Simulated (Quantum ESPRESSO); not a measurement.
# One change at a time to Au2Mg2Ta3Ti

All numbers below are calculated, not measured. They come from Quantum ESPRESSO 7.5, a public plane-wave density functional program. Each row is one single-point run on a made-up periodic cell of eight metal atoms, with elements, volume, strain and displacements drawn at random and not relaxed, so a cell may be unstable or far from any real phase. There is no spin polarisation or spin-orbit coupling.

Settings: PBE unless stated; PseudoDojo standard norm-conserving files; Fermi-Dirac width 0.25 eV, which means electrons at about 2900 K; cutoff 1143 eV; 5 x 5 x 5 k mesh shifted half a step off Gamma. E is the free energy of the whole cell (internal energy minus TS), so a -TS column is already part of it. Stress is positive in tension, and the pressure P is minus a third of its trace.

Checks: one run of this series was repeated at a higher cutoff and on a denser mesh, which moved values by no more than 0.003 eV, 0.02 GPa and 0.003 eV/Å, and a second program with other atomic files agreed on it to 2 % rms in force and 0.5 GPa in pressure. Known limits: heavy elements are run without spin-orbit coupling, which real alloys of them have; a spin test at this wide smearing found no moment, but such smearing suppresses magnetism that the real alloy may have.

The lattice is face-centred cubic, and the cell vectors in Å are (-0.026, 4.189, 4.249); (4.280, -0.085, 4.308); (4.235, 4.202, -0.039), a volume of 155.56 Å³ in run 1. The elements on sites 1 to 8 are Mg Ta Ta Au Au Ti Mg Ta. Each later run makes one change to run 1 and keeps the rest. E is counted from run 1, and is n/a where other atomic files have another zero of energy.

| run | change | V (Å³) | P (GPa) | -TS (eV) | rms force (eV/Å) | largest change of a force component (eV/Å) | E (eV) |
|---|---|---|---|---|---|---|---|
| 1 | none | 155.56 | -8.56 | -1.590 | 0.346 | 0.000 | 0.000 |
| 2 | sites 3 and 6 exchanged | 155.56 | -8.46 | -1.586 | 0.359 | 0.122 | -0.034 |
| 3 | all lengths scaled by +1.24 % | 161.41 | -11.70 | -1.660 | 0.316 | 0.067 | ? |
| 4 | PBEsol in place of PBE | 155.56 | -12.76 | -1.592 | 0.342 | 0.041 | n/a |
| 5 | W on site 1 | 155.56 | -13.58 | -1.653 | 0.321 | 0.204 | n/a |
| 6 | site 6 moved by -0.15 Å along z | 155.56 | -8.55 | -1.590 | 0.277 | 0.676 | -0.023 |

## Worked estimate

Along a uniform scaling dE = -P dV. The mean of the two pressures is -10.130 GPa and the volume changes by 5.85 Å³, with 160.2 GPa to one eV/Å³. The same two rows give -V dP/dV = 85 GPa for this cell with clamped atoms, which is not the bulk modulus of a real alloy.

## Withheld value

Question: what E should run 3 give?

The estimate is 0.370 eV. The calculation gave 0.372 eV.
